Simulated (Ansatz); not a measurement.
LaC (rock salt, Fm-3m) under volume change, DFT-PBE in the program Ansatz with PAW potentials, scaled uniformly.

```
V (Å³/atom)  E − E(relaxed) (meV/atom)  P (GPa)
-----------  -------------------------  -------
18.217                            47.5     9.12
18.817                            20.0     5.63
19.418                             4.7     2.59
20.019                             0.0     0.00
20.619                             4.2    -2.19
21.220                            16.1    -4.11
21.820                            34.8    -5.81
```

Task: What does a third-order Birch–Murnaghan fit give for V₀, B₀ and B′?

Result: V₀ = 20.02 Å³/atom, B₀ = 79.9 GPa, B′ = 4.0.

The start of the workflow was typed in or built on a structure type; neither database checked (COD, Materials Project) lists it. Its standing as an ambient phase is unchecked. The cell was relaxed with PBE under the symmetry of its start; its stability against distortions is not shown here. Its formation energy is positive at this level, so the cell may be metastable or incomplete. Scalar-relativistic: spin–orbit coupling is off unless named, which matters more the heavier the elements.

Potentials: the earlier of the program's two PAW sets.
